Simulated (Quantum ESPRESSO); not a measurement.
Band energies of LiLuF4

```
LiLuF4
1.0
    3.55141    -5.18698     0.00000
    3.55141     5.18698     0.00000
   -3.52149     0.00000     3.60589
Li F Lu
2 8 2
Cartesian
  0.91030   3.94283   2.70442
  2.67104  -3.94283   0.90147
  1.08407  -3.05109   1.32664
  2.49727   3.05109   2.27925
  4.25802  -3.05109   0.47630
 -0.67667   3.05109   3.12959
  4.05334  -0.44826   1.06154
 -0.47200   0.44826   2.54435
  1.28875  -0.44826   0.74141
  2.29260   0.44826   2.86448
  2.67104   1.30577   0.90147
  0.91030  -1.30577   2.70442
```

norm-conserving PBEsol (Quantum ESPRESSO, 100 Ry, scalar-relativistic); path XΓY,LΓZ,NΓM,RΓ; energies in eV from the valence-band maximum.

```
k (1/Å)  point  band 52  band 53  band 54  band 55  band 56  band 57  band 58  band 59
-------  -----  -------  -------  -------  -------  -------  -------  -------  -------
0.00         X    -0.20    -0.19    -0.16    -0.06    -0.02     8.41     8.52     9.14
0.23              -0.21    -0.20    -0.14    -0.09    -0.02     8.39     8.50     8.57
0.69         Γ    -0.23    -0.14    -0.12    -0.11    -0.04     7.33     8.40     8.47
0.92              -0.21    -0.16    -0.13    -0.12    -0.03     7.67     8.44     8.45
1.38         Y    -0.20    -0.19    -0.17    -0.06    -0.01     8.34     8.48     9.18
1.38         L    -0.23    -0.19    -0.19    -0.04    -0.04     8.48     8.48     9.14
1.73              -0.24    -0.22    -0.15    -0.09    -0.02     8.36     8.55     8.86
2.08              -0.21    -0.15    -0.14    -0.13    -0.04     7.53     8.43     8.45
2.25         Γ    -0.23    -0.14    -0.12    -0.11    -0.04     7.33     8.40     8.47
2.60              -0.20    -0.20    -0.13    -0.11    -0.02     8.03     8.44     8.47
2.77              -0.21    -0.20    -0.16    -0.07    -0.01     8.33     8.49     8.85
2.94         Z    -0.20    -0.19    -0.17    -0.06    -0.01     8.34     8.48     9.18
2.94         N    -0.25    -0.19    -0.19    -0.02    -0.02     8.49     8.49     9.11
3.12              -0.24    -0.22    -0.15    -0.04    -0.01     8.41     8.56     9.02
3.47              -0.21    -0.18    -0.17    -0.11    -0.03     8.10     8.39     8.50
3.83         Γ    -0.23    -0.14    -0.12    -0.11    -0.04     7.33     8.40     8.47
4.03              -0.24    -0.14    -0.11    -0.11    -0.04     7.59     8.42     8.46
4.43         M    -0.20    -0.10    -0.10    -0.09    -0.07     8.40     8.46     8.89
4.43         R    -0.20    -0.19    -0.16    -0.06    -0.02     8.41     8.52     9.14
4.78              -0.20    -0.20    -0.13    -0.11    -0.03     8.07     8.42     8.49
5.12         Γ    -0.23    -0.14    -0.12    -0.11    -0.04     7.33     8.40     8.47
```

The PBEsol gap is indirect, 7.33 eV, from Y to Γ; the smallest direct gap is 7.37 eV. Another valence extremum on the path lies within 0.02 eV, too close to call.

The 4f states are in the valence at their DFT position.

Geometry of the Materials Project entry, not relaxed at this level.

The structure is a Materials Project entry; no match was found in the copy of COD used, and its stability was not checked.
